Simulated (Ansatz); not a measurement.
VO$_{2}$:
```
CELL_PARAMETERS angstrom
      4.53519     0.00000     0.00000
      0.00000     4.53624     0.00000
      0.00000     0.00000     2.80306
ATOMIC_POSITIONS crystal
  V  0.00000 0.00000 0.00000
  O  0.20108 0.79912 0.50000
  O  0.79892 0.20088 0.50000
  O  0.29892 0.29912 0.00000
  O  0.70108 0.70088 0.00000
  V  0.50000 0.50000 0.50000
```
Starting moments (μB, in the order of the atoms V O O O O V): 1.1 0.0 0.0 0.0 0.0 1.1.

Relaxed with PBEsol. Special points in fractions of this cell's reciprocal vectors: Γ (0.000, 0.000, 0.000); X (0.500, 0.000, 0.000); S (0.500, 0.500, 0.000); Y (0.000, 0.500, 0.000); Z (0.000, 0.000, 0.500); U (0.500, 0.000, 0.500); R (0.500, 0.500, 0.500); T (0.000, 0.500, 0.500).

### Question
List the band energies nearest the Fermi level at these points for DFT-PBEsol in the program Ansatz with PAW potentials.

### Answer
In eV from the Fermi level; about four levels below and three above (degenerate sets whole), none deeper than 8.9 eV; points with the same levels are listed once.

| k | below | above |
|---|---|---|
| Γ ↑ | -0.89 -0.32 -0.32 -0.27 | 1.91 2.01 4.15 4.15 |
| X ↑ | -2.34 -2.34 -0.36 -0.36 | 0.35 0.35 1.02 1.02 |
| S ↑ | -1.08 -1.08 -0.30 -0.30 | 1.44 1.44 3.40 3.40 |
| Z ↑ | -4.26 -4.26 -3.29 -3.29 | 0.42 0.42 0.65 0.65 |
| U ↑ | -2.67 -2.67 -0.91 -0.91 | 0.63 0.63 1.35 1.35 |
| R ↑ | -3.15 -3.15 -2.36 -2.36 | 0.07 0.07 0.43 0.43 |
| Γ ↓ | -2.20 -2.12 -2.12 -1.60 | 0.03 0.07 0.72 |
| X ↓ | -3.21 -3.21 -2.38 -2.38 | 0.66 0.66 1.44 1.44 |
| S ↓ | -2.86 -2.86 -0.02 -0.02 | 0.87 0.87 2.27 2.27 |
| Z ↓ | -4.15 -4.15 -3.24 -3.24 | 1.34 1.34 1.77 1.77 |
| U ↓ | -3.81 -3.81 -2.74 -2.74 | 0.18 0.18 1.75 1.75 |
| R ↓ | -3.04 -3.04 -2.36 -2.36 | 0.98 0.98 1.37 1.37 |
| T ↓ | -3.80 -3.80 -2.74 -2.74 | 0.17 0.17 1.75 1.75 |

Space group P4_2/mnm (rutile). This is a known high-temperature phase of the composition, computed here at zero pressure and temperature. The PBEsol relaxation kept the symmetry of its start; whether a distortion lowers the energy is not shown. The final state is ferromagnetic, chosen from 2 collinear starts compared on coarse meshes (ties went to the first, and starts can fall back to one state), not a proven ground state. No Hubbard U is applied. The compound may be a true metal, but semilocal functionals without U, or a wrong spin order, can also close a gap. Point labels and valley counts follow the cell and symmetry of the run, lower than the named group.

Potentials: the later of the program's two PAW sets.
